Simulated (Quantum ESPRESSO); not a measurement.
BSi2PC4, input and log of a self-consistent run

Computed values, not a measurement. The program is pw.x of Quantum ESPRESSO 7.5 (plane-wave density functional theory). The cell is made up: 8 atoms on a zincblende/diamond lattice, with randomly drawn elements, strain and displacements, not relaxed. PseudoDojo standard norm-conserving files (v0.5 for PBE, v0.4.1 for LDA and PBEsol) set the functional; there is no spin polarisation, spin-orbit coupling or dispersion term, and the masses in the input are unused placeholders.

Input:

```
&control calculation='scf', pseudo_dir='./dojo.nc.sr.pbe.v0_5.standard.upf', outdir='./o', disk_io='low', tprnfor=.true., tstress=.true. /
&system ibrav=0, nat=8, ntyp=4, nbnd=22, ecutwfc=82.02448710, nosym=.true., tot_charge=0,
 occupations='smearing', smearing='fd', degauss=0.0018374661
/
&electrons conv_thr=7.350e-09, electron_maxstep=60, /
ATOMIC_SPECIES
B 1.0 B.upf
C 1.0 C.upf
P 1.0 P.upf
Si 1.0 Si.upf
CELL_PARAMETERS angstrom
4.3121 -0.0307 0.0038
-0.0307 4.4049 -0.0712
0.0038 -0.0712 4.3279
ATOMIC_POSITIONS angstrom
B -0.0118 -0.1155 -0.0111
Si -0.0255 2.1581 2.2171
Si 2.1204 0.0453 2.0773
P 2.1513 2.2026 -0.0969
C 1.2408 0.9676 0.9706
C 1.1238 3.2434 3.1088
C 3.2028 1.1069 3.2278
C 3.0824 3.0091 0.9939
K_POINTS automatic
4 4 4 1 1 1
```

The log is shortened where brackets say so; the opening notice, blank lines, dates and the lines on written files are dropped, and the path of the files is cut. It prints rydbergs, bohrs and kilobars, and counts compression as positive stress.

```
     Program PWSCF v.7.5
     Parallel version (MPI & OpenMP), running on       4 processor cores
     Number of MPI processes:                 4
     Threads/MPI process:                     1
     [start-up lines left out]
     bravais-lattice index     =            0
     lattice parameter (alat)  =       8.1489  a.u.
     unit-cell volume          =     554.5764 (a.u.)^3
     number of atoms/cell      =            8
     number of atomic types    =            4
     number of electrons       =        32.00
     number of Kohn-Sham states=           22
     kinetic-energy cutoff     =      82.0245  Ry
     charge density cutoff     =     328.0979  Ry
     scf convergence threshold =      7.3E-09
     mixing beta               =       0.7000
     number of iterations used =            8  plain     mixing
     Exchange-correlation= PBE
                           (   1   4   3   4   0   0   0)
     [axes and pseudopotential details left out]
   Cartesian axes
     site n.     atom                  positions (alat units)
         1        B      tau(   1) = (  -0.0027364  -0.0267844  -0.0025741  )
         2        Si     tau(   2) = (  -0.0059134   0.5004625   0.5141446  )
         3        Si     tau(   3) = (   0.4917199   0.0105051   0.4817250  )
         4        P      tau(   4) = (   0.4988856   0.5107821  -0.0224711  )
         5        C      tau(   5) = (   0.2877410   0.2243861   0.2250818  )
         6        C      tau(   6) = (   0.2606088   0.7521432   0.7209295  )
         7        C      tau(   7) = (   0.7427280   0.2566897   0.7485255  )
         8        C      tau(   8) = (   0.7148073   0.6978091   0.2304850  )
     number of k points=    32  Fermi-Dirac smearing, width (Ry)=  0.0018
                       cart. coord. in units 2pi/alat
        k(    1) = (   0.1257838   0.1252911   0.1264976), wk =   0.0625000
        k(    2) = (   0.1255928   0.1293171   0.3756578), wk =   0.0625000
     [further k points left out]
     Dense  grid:    55705 G-vectors     FFT dimensions: (  48,  48,  48)
     Estimated max dynamical RAM per process >      82.13 MB
     Estimated total dynamical RAM >     287.72 MB
     Initial potential from superposition of free atoms
     starting charge      31.9982, renormalised to      32.0000
     Starting wfcs are   32 randomized atomic wfcs
     total cpu time spent up to now is        2.4 secs
     per-process dynamical memory:    60.0 Mb
     Self-consistent Calculation
     iteration #  1     ecut=    82.02 Ry     beta= 0.70
     Davidson diagonalization with overlap
     ethr =  1.00E-02,  avg # of iterations =  3.3
     total cpu time spent up to now is        4.6 secs
     total energy              =     -84.10674562 Ry
     estimated scf accuracy    <       1.43224016 Ry
     iteration #  2     ecut=    82.02 Ry     beta= 0.70
     Davidson diagonalization with overlap
     ethr =  4.48E-03,  avg # of iterations =  2.0
     total cpu time spent up to now is        6.6 secs
     total energy              =     -84.50527679 Ry
     estimated scf accuracy    <       0.73317118 Ry
     iteration #  3     ecut=    82.02 Ry     beta= 0.70
     Davidson diagonalization with overlap
     ethr =  2.29E-03,  avg # of iterations =  2.0
     total cpu time spent up to now is        8.3 secs
     total energy              =     -84.61682450 Ry
     estimated scf accuracy    <       0.04134526 Ry
     iteration #  4     ecut=    82.02 Ry     beta= 0.70
     Davidson diagonalization with overlap
     ethr =  1.29E-04,  avg # of iterations =  6.9
     total cpu time spent up to now is       10.8 secs
     total energy              =     -84.63412843 Ry
     estimated scf accuracy    <       0.00391208 Ry
     iteration #  5     ecut=    82.02 Ry     beta= 0.70
     Davidson diagonalization with overlap
     ethr =  1.22E-05,  avg # of iterations =  8.7
     total cpu time spent up to now is       13.7 secs
     total energy              =     -84.63499335 Ry
     estimated scf accuracy    <       0.00154095 Ry
     [iterations 6 to 8 left out]
     iteration #  9     ecut=    82.02 Ry     beta= 0.70
     Davidson diagonalization with overlap
     ethr =  2.06E-08,  avg # of iterations =  2.0
     total cpu time spent up to now is       21.8 secs
     total energy              =     -84.63511149 Ry
     estimated scf accuracy    <       0.00000144 Ry
     iteration # 10     ecut=    82.02 Ry     beta= 0.70
     Davidson diagonalization with overlap
     ethr =  4.49E-09,  avg # of iterations =  2.2
     total cpu time spent up to now is       23.7 secs
     total energy              =     -84.63511195 Ry
     estimated scf accuracy    <       0.00000004 Ry
     iteration # 11     ecut=    82.02 Ry     beta= 0.70
     Davidson diagonalization with overlap
     ethr =  1.21E-10,  avg # of iterations =  4.3
     total cpu time spent up to now is       26.0 secs
     total energy              =     -84.63511197 Ry
     estimated scf accuracy    <       0.00000004 Ry
     iteration # 12     ecut=    82.02 Ry     beta= 0.70
     Davidson diagonalization with overlap
     ethr =  1.19E-10,  avg # of iterations =  1.0
     total cpu time spent up to now is       27.5 secs
     total energy              =     -84.63511196 Ry
     estimated scf accuracy    <       0.00000001 Ry
     iteration # 13     ecut=    82.02 Ry     beta= 0.70
     Davidson diagonalization with overlap
     ethr =  3.25E-11,  avg # of iterations =  2.0
     total cpu time spent up to now is       29.2 secs
     End of self-consistent calculation
     [lines on levels left out]
!    total energy              =     -84.63511197 Ry
     estimated scf accuracy    <          5.1E-10 Ry
     smearing contrib. (-TS)   =      -0.00000000 Ry
     internal energy E=F+TS    =     -84.63511197 Ry
     The total energy is F=E-TS. E is the sum of the following terms:
     one-electron contribution =      18.43886645 Ry
     hartree contribution      =      10.09468625 Ry
     xc contribution           =     -29.98602439 Ry
     ewald contribution        =     -83.18264028 Ry
     convergence has been achieved in  13 iterations
     Forces acting on atoms (cartesian axes, Ry/au):
     atom    1 type  1   force =     0.03871303    0.02180784   -0.00862146
     atom    2 type  4   force =     0.02245057   -0.02421108   -0.12655303
     atom    3 type  4   force =     0.11427139   -0.14384764    0.07902160
     atom    4 type  3   force =    -0.07289331   -0.08582882   -0.03588897
     atom    5 type  2   force =    -0.22266031    0.09766929   -0.11416047
     atom    6 type  2   force =    -0.05974246    0.04143026    0.10490949
     atom    7 type  2   force =     0.02550546   -0.11403451    0.03330981
     atom    8 type  2   force =     0.15435563    0.20701467    0.06798303
     Total force =     0.497619     Total SCF correction =     0.000012
     Computing stress (Cartesian axis) and pressure
          total   stress  (Ry/bohr**3)                   (kbar)     P=      -83.14
  -0.00052413   0.00035561   0.00035412          -77.10       52.31       52.09
   0.00035561  -0.00092213   0.00035414           52.31     -135.65       52.10
   0.00035412   0.00035414  -0.00024925           52.09       52.10      -36.67
     init_run     :      2.17s CPU      2.23s WALL (       1 calls)
     electrons    :     26.71s CPU     26.89s WALL (       1 calls)
     forces       :      0.37s CPU      0.38s WALL (       1 calls)
     stress       :      1.23s CPU      1.23s WALL (       1 calls)
     [timing details left out]
     PWSCF        :     30.62s CPU     30.91s WALL
     JOB DONE.
```

In other units: free energy -1151.519 eV for the cell, pressure -8.31 GPa, largest force component 5.725 eV/Å. A rerun of a related cell, with the same atoms placed differently, at 1347 eV and a 6 x 6 x 6 mesh moved values by no more than 0.005 eV in energy, 0.08 GPa in stress and 0.003 eV/Å in force.